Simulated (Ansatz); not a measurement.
LaTiGe in space group P4/nmm (No. 129; La on 2c, Ti on 2a, Ge on 2c), PBE (plane waves, PAW; program Ansatz), all energies at zero smearing, with the estimated change up to a 700 eV cutoff added, with one set of potentials and settings (totals compare only within such a set). Cell of 6 atoms (2 La, 2 Ti, 2 Ge): -26093.198 eV.

```csv
element,reference phase,E (eV/atom)
La,"P6_3/mmc, 4 atoms in the cell",-6250.0953
Ti,"P6/mmm, 3 atoms in the cell",-2499.6739
Ge,"Fd-3m, 2 atoms in the cell",-4294.9847
```

Formation energy per atom, worked out: (-26093.198 − 2×(-6250.0953) − 2×(-2499.6739) − 2×(-4294.9847))/6 = -0.615 eV/atom (-59 kJ per mol of atoms), at 0 K, without zero-point energy or fitted corrections.

The workflow started from a Materials Project entry (that database holds measured and hypothetical structures alike); the Crystallography Open Database copy checked does not list it. Its standing as an ambient phase is unchecked. The cell was relaxed with PBE under the symmetry of its start; its stability against distortions is not shown here. Spin order of the final state: ferromagnetic, the only order run, not a proven ground state. Other orbital occupations within this spin state were not tried. The references are the lowest solids computed at this level, not always the standard phases. Scalar-relativistic: spin–orbit coupling is off unless named, which matters more the heavier the elements.

Potentials: the later of the program's two PAW sets.
